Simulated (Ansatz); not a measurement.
**SiSSe (Janus 1T monolayer) from LDA to hybrids**

All numbers come from the plane-wave code Ansatz. Non-magnetic throughout. Whether this structure exists isn't addressed.

Structure: SiSSe as a Janus 1T monolayer, at its r2SCAN minimum. In-plane lattice: a = 3.392 Å, b = 3.392 Å, γ = 120.0°; thickness between the outer nuclei 2.73 Å. Around Si lie 3 S at 2.35 Å and 3 Se at 2.43 Å; around S lie 3 Si at 2.35 Å; around Se lie 3 Si at 2.43 Å.

```yaml
crystal:
  lattice:
    - [3.39239, 0.00000, 0.00000]
    - [-1.69620, 2.93790, 0.00000]
    - [0.00000, 0.00000, 29.17166]
  atoms:
    - { symbol: Si, position: [0.00000, 0.00000, 0.31020] }
    - { symbol: S, position: [0.33333, 0.66667, 0.35447] }
    - { symbol: Se, position: [0.66667, 0.33333, 0.26089] }
```
Two periodic directions, a and b.

Relaxed lattice by functional, symmetry kept:
```
functional   k mesh  a (Å)  thickness (Å)
       PBE  12×12×1  3.406           2.76
    r2SCAN  12×12×1  3.392           2.73
    PBEsol  12×12×1  3.365           2.75
       LDA  12×12×1  3.343           2.74
     HSE06    6×6×1  3.379           2.71
```

On this one geometry the levels give:

| level | k mesh | gap (eV) | kind | edges | least direct gap (eV) | rough cost |
| --- | --- | --- | --- | --- | --- | --- |
| LDA | 12×12×1 | 0.62 | indirect | Γ–M (0.21) → M | 1.34 | 15 core-seconds |
| PBE | 12×12×1 | 0.73 | indirect | Γ–M (0.20) → M | 1.45 | 19 core-seconds |
| PBE+SOC | 12×12×1 | 0.66 | indirect | Γ → M | 1.44 | 110 core-seconds |
| r2SCAN | 12×12×1 | 1.06 | indirect | Γ–M (0.21) → M | 1.81 | 40 core-seconds |
| HSE06 | 6×6×1 | 1.45 | indirect | Γ–M (0.21) → M | 2.25 | 6 core-minutes |
| HSE06+SOC | 6×6×1 | 1.37 | indirect | Γ → M | 2.24 | 24 core-minutes |
| PBE0 | 6×6×1 | 2.14 | indirect | Γ–M (0.21) → M | 2.95 | 6 core-minutes |
| Hartree-Fock | 6×6×1 | 7.07 | indirect | Γ–M (0.21) → M | 8.05 | 11 core-minutes |

PBE, PBE+SOC, HSE06+SOC: smearing of 0.02 eV; the others have fixed occupations.
Wave cutoffs: 420 eV, 500 eV (r2SCAN).
Points off the special ones are mesh points or PBE's searched band edges, reused at the other levels. Run but not listed, since they were read on a mesh alone, on too coarse a mesh, or into states of the vacuum: LC-ωPBE.
Costs come from shared machines and give only the order; PBE's includes the band path. The runs had 4 threads of Arm Neoverse V1 (shared host).

The HSE06 gap is indirect, 1.45 eV (Γ–M (0.21 of the way from Γ) to M), below the direct gap of 2.25 eV at M. Spin-orbit coupling changes the PBE gap by -0.071 eV, to 0.66 eV. Spin-orbit coupling changes the HSE06 gap by -0.087 eV, to 1.37 eV.

r2SCAN covers 45 % of the step from PBE to HSE06, while HSE06 needs about 8 times r2SCAN's rough cost (on a coarser mesh). For gaps to 0.1 eV, spin-orbit coupling (up to 0.09 eV here) is at the margin. All these functionals give a gap of the same kind, indirect.

Only the levels marked +SOC include spin-orbit coupling.

For some runs the program warns that the potential is rough where the density is thin, which bears on empty states near the vacuum.
